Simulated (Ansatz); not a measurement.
Sc2B2P in space group P-6m2 (No. 187; Sc on 2h, P on 1a, B on 1b, B on 1f) under volume change, PBE (plane waves, PAW; program Ansatz), shape and atoms relaxed at each volume.

| V (Å³/atom) | E − E(relaxed) (meV/atom) | P (GPa) |
|---|---|---|
| 11.903 | ? | ? |
| 12.296 | 22.7 | 9.72 |
| 12.688 | 5.4 | 4.52 |
| 13.081 | 0.0 | 0.00 |
| 13.473 | ? | ? |
| 13.865 | 18.8 | -7.33 |
| 14.258 | 40.4 | -10.27 |

Fill in the missing entries.


- 11.903, E − E(relaxed) (meV/atom): 53.7
- 11.903, P (GPa): 15.74
- 13.473, E − E(relaxed) (meV/atom): 4.9
- 13.473, P (GPa): -3.92

What does a third-order Birch–Murnaghan fit give for V₀, B₀ and B′?

V₀ = 13.08 Å³/atom, B₀ = 140 GPa, B′ = 3.7.

The start of the workflow was typed in or built on a structure type; neither database checked (COD, Materials Project) lists it. Whether it is the stable phase at ambient conditions was not checked. Symmetry was held in the PBE relaxation; its stability against distortions is not shown here. No spin polarisation was allowed.

Potentials: the earlier of the program's two PAW sets.
